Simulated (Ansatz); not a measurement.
## Pressure gauges and gaskets: equation-of-state parameters at work

A comparison from first-principles data. Bulk modulus and its pressure derivative give the pressure that a small compression needs; a soft, simple solid makes a sensitive pressure gauge, a stiff one a good anvil or seat.

The reference row is MgO. Hydrostatic compression by 2 % of the volume (V₀/V = 1.0204), no change of phase.

Methods, by column (Ansatz, a plane-wave PAW program): B₀, B₀′: r²SCAN, Birch–Murnaghan fit of energy against volume; volume per atom: r²SCAN, relaxed cell.

The figures follow from the printed values by these rules: linear estimate = B₀ × compression; P = (B₀/B₀′)[(V₀/V)^B₀′ − 1]; modulus under load = B₀ + B₀′P; relative pressure = P/P_ref.

| crystal | B₀ (GPa) | B₀′ | V (Å³/atom) | linear estimate (GPa) | Murnaghan pressure (GPa) | modulus there (GPa) | pressure (relative) |
|---|---|---|---|---|---|---|---|
| IrSn2 (Fm-3m, cF12) | 128 | 5.3 | 21.50 | 2.6 | 2.728 | 142 | 0.78 |
| Ga3AlN4 (P-43m, cP8) | 200 | 4.2 | 11.13 | 4.0 | 4.215 | 218 | 1.20 |
| In2Bi (P6₃/mmc, hP6) | 40.2 | 5.1 | 28.99 | 0.80 | 0.8551 | 44.6 | 0.24 |
| MgO (rock salt), reference | 167 | 4.1 | 9.29 | 3.3 | 3.516 | 181 | 1.00 |

Runs started from generated or typed cells of the structure named: MgO. Not checked to be the ambient phase: IrSn2 (Fm-3m, cF12); In2Bi (P6₃/mmc, hP6). No claim is made that these are known or stable phases: Ga3AlN4 (P-43m, cP8). Spin–orbit coupling is left out unless named.

For IrSn2 (Fm-3m, cF12), step by step:

linear estimate: 128 × 2/100 = 2.6 GPa; P = (128/5.3) × (1.0204^5.3 − 1) = 2.728 GPa; modulus there: 128 + 5.3 × 2.728 = 142 GPa; relative pressure: 2.728/3.516 = 0.78.

By relative pressure (highest first): Ga3AlN4 (P-43m, cP8) (1.20 ± 0.060), MgO (1.00 ± 0.050), IrSn2 (Fm-3m, cF12) (0.78 ± 0.039), In2Bi (P6₃/mmc, hP6) (0.24 ± 0.012). The ± follows from allowances picked for this note (B₀ 5 %, B₀′ 0.4), carried to first order and added in quadrature, each row's own inputs moving alone; ≈ joins neighbours closer than their two ± added in quadrature.

B₀′ is the least certain number of such a fit, often by half a unit. Where several phases of a formula are at hand, those over 0.1 eV/atom above the lowest were not drawn (by r²SCAN where it compared them, else by the largest value; a layered or molecular lowest phase counts only with a dispersion term); other phases could lie lower still. The rows are a sample and no shortlist: familiar crystals first, some related and some not, whatever their agreement with measurement; tables with many equal figures were not kept. Limits of the draw: no layered crystals, B₀′ of 2 to 8; no unfamiliar magnets, and cubic perovskites only if shown or known to be stable. As a rule kept out of such tables: 4f compounds, open-shell compounds run without a Hubbard term, cells found unstable in the tests at hand, cells close to a higher symmetry, and runs set to a pressure or over 12 % in volume from the crystal's fullest run.
